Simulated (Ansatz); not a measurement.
SrCl2:
```xyz
3
Lattice="0.0000 3.4540 3.4540 3.4540 0.0000 3.4540 3.4540 3.4540 0.0000" Properties=species:S:1:pos:R:3 pbc="T T T"
Sr     0.0000     0.0000     0.0000
Cl     1.7270     1.7270     1.7270
Cl     5.1810     5.1810     5.1810
```

Cartesian axes are those of the cell as given.

Q: Give the high-frequency dielectric tensor and the Born effective charge tensors of the independent atoms from DFPT, PBEsol (plane waves, PAW; program Ansatz).

A: 
ε∞:
```
3.02  0.00  0.00
0.00  3.02  0.00
0.00  0.00  3.02
```
Z* of atom 1 (Sr), rows: field, columns: displacement, in e:
```
2.49  0.00  0.00
0.00  2.49  0.00
0.00  0.00  2.49
```
Z* of atom 2 (Cl), rows: field, columns: displacement, in e:
```
-1.25   0.00   0.00
 0.00  -1.25   0.00
 0.00   0.00  -1.25
```

Space group Fm-3m (fluorite). Symmetry was held in the PBEsol relaxation. Scalar-relativistic: spin–orbit coupling is off unless named, which matters more the heavier the elements.

Potentials: the later of the program's two PAW sets.
